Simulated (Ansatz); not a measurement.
# Replacing Y by Lu in Y2Tl

```
CELL_PARAMETERS angstrom
5.41650 0.00000 0.00000
-2.70825 4.69083 0.00000
0.00000 0.00000 6.74826
ATOMIC_POSITIONS crystal
Y 0.33330 0.66670 0.75000
Y 0.66660 0.33330 0.25000
Tl 0.33330 0.66670 0.25000
Tl 0.66660 0.33330 0.75000
Y 0.00000 0.00000 0.00000
Y 0.00000 0.00000 0.50000
```

All energies were calculated with Ansatz 0.2.0 (PBE; 420 eV; 7×7×5 Γ-centred mesh; methfessel-paxton occupations of width 0.081 eV). Spin: none. Single points at fixed atoms.

Now every Y is replaced by Lu on the same fractional sites, and the cell goes from 28.58 to 26.51 Å³ an atom (a = 5.282 Å, b = 5.282 Å, c = 6.581 Å, α = 90.00°, β = 90.00°, γ = 120.00°; 7×7×5 Γ-centred mesh, fermi-dirac occupations of width 0.100 eV).

**Question.** What changes?

**Answer.** The runs give:

```tsv
quantity	Y2Tl	Lu$_{2}$Tl
pressure (GPa)	0.2	0.6
formation energy (eV/atom)	-0.299	-0.200
```

Mean Bader charges in e: Y +1.06 becomes Lu +0.96; Tl -2.12 → -1.92. Lu is about as electronegative as Y (Pauling 1.27 against 1.22); its site moves by -0.10 e an atom, and Tl by +0.20. Neither shows a clear gap on its mesh.

Origins: Y2Tl, a known structure type with other elements put in, at an estimated volume; Lu2Tl, a known structure type with other elements put in, at an estimated volume. An invented cell need not be a known compound.

Caveats: atoms and cells are not relaxed; pressure is positive in compression; a dash marks a value that doesn't apply or isn't given.
